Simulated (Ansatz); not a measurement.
Values for one crystal, relaxed and computed with the program Ansatz at the PBEsol level (PAW); other levels are named.

| Property | Result |
|---|---|
| Volume per atom | 15.48 Å³ |
| Electronic character | metallic (no gap) |
| Formation energy from the elements (no fitted shifts) | 0.24 eV/atom |
| Zone-centre stability | no imaginary mode at Γ |
| Pressure derivative B′ | 4.7 |
| Gap with spin–orbit coupling | none (metallic) |
| Elastic constants (relaxed ions, GPa) | C11 = 75.7, C12 = 370, C44 = 114 |

Which compound is it?
A. FePt, L1₀ or tetragonal B2
B. MoPt, CsCl type
C. Al2Pt, fluorite or antifluorite type
D. Sn4Pt, Ccce (Sn on 16i, Pt on 4b)

B, MoPt, CsCl type

Space group Pm-3m (CsCl type). The start of the workflow was typed in or built on a structure type; neither database checked (COD, Materials Project) lists it. Its standing as an ambient phase is unchecked. The cell was relaxed with PBEsol under the symmetry of its start. At this level the phase is mechanically unstable. No spin polarisation was allowed. Its formation energy is positive at this level, so the cell may be metastable or incomplete. As this level gives no gap, shear constants depend on the k-mesh and smearing (Fermi–Dirac, 0.1 eV here). The references are the lowest solids computed at this level, not always the standard phases. Scalar-relativistic: spin–orbit coupling is off unless named, which matters more the heavier the elements.

Potentials: the later of the program's two PAW sets.
